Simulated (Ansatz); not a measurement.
A geometry of Ti₃Al away from equilibrium: step 2 of the relaxation of a generated trial cell of Ti3Al in the AFLOW prototype AB3_mC16_12_g_ij (D0_15, as in AlCl3). All values below come from PBE (plane waves to 420 eV, PAW, scalar-relativistic; Ansatz, a program for electronic structure). Γ-centred k-mesh 7×7×6 on the run's cell (coarser than for final values), Fermi–Dirac smearing 0.05 eV. The plane waves were selected for a different cell earlier on the path.

```xyz
8
Lattice="2.7935 -4.8375 -0.0010 2.7935 4.8375 -0.0010 -1.8208 0.0000 5.4446" Properties=species:S:1:pos:R:3 pbc="T T T"
Al     2.7935    -3.2266    -0.0010
Al     2.7935     3.2266    -0.0010
Ti     0.8895     0.0000     1.3938
Ti     2.8766     0.0000     4.0489
Ti     3.7398    -1.6390     1.3886
Ti     0.0264    -1.6390     4.0541
Ti     0.0264     1.6390     4.0541
Ti     3.7398     1.6390     1.3886
```

Question: Give the Cartesian forces on all atoms (eV/Å).

Answer: 
```tsv
atom	Fx	Fy	Fz
Al1	0.00	0.09	0.00
Al2	0.00	-0.09	0.00
Ti3	2.13	0.00	3.43
Ti4	-2.13	0.00	-3.43
Ti5	-1.02	1.79	3.32
Ti6	1.02	1.79	-3.32
Ti7	1.02	-1.79	-3.32
Ti8	-1.02	-1.79	3.32
```

The path ends in C2/m (No. 12). No spin polarisation in the result.

The run could not lose the symmetry of its start: the end is stationary, and may be a saddle point rather than a minimum.

The end of the path is a generated cell of Ti3Al: the first start was made by placing the elements on the sites of a structure type, and the end was not matched to a known phase here, so it may be hypothetical. Known forms of Ti3Al include space group No. 194.
